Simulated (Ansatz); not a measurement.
SiGe in space group Pmma (No. 51; Si on 2e, Ge on 2f), DFT-PBEsol in the program Ansatz with PAW potentials. The conduction-band minimum lies on the S–Y line, 5 % of the way from S, with 2 equivalent valleys. Second derivatives d²E/dk² of the lowest band at one valley (eV·Å²), along Cartesian directions:

```tsv
direction	d²E/dk²
[100]	25.43
[010]	12.36
[001]	18.29
[110]	18.84
[101]	21.66
[011]	15.28
```

Problem. Find the principal effective masses, the density-of-states mass and the conductivity mass.

Solution. Off-diagonal terms follow from H_xy = H[110] − (H_xx + H_yy)/2, and m*/mₑ = 7.620 eV·Å² over each eigenvalue: 0.30, 0.42, 0.62. One valley's DOS mass (m₁m₂m₃)^(1/3) = 0.43, conductivity mass 3/(Σ 1/mᵢ) = 0.41 mₑ.

Problem. What effective density of states Nc follows at 300 K for parabolic valleys?

Solution. Nc = 2.509e19 × 2 × (0.43)^(3/2) ≈ 1.4e19 cm⁻³.

The start of the workflow was typed in or built on a structure type; neither database checked (COD, Materials Project) lists it. Whether it is the stable phase at ambient conditions was not checked. The cell was relaxed with PBEsol under the symmetry of its start; its stability against distortions is not shown here. Scalar-relativistic: spin–orbit coupling is off unless named, which matters more the heavier the elements.

Potentials: the earlier of the program's two PAW sets. The files were generated under PBE; for other functionals the program regenerates the frozen cores, and for LDA and PBEsol the local potential too.

Edges and masses are those of Kohn–Sham bands, whose gap is no quasiparticle gap.
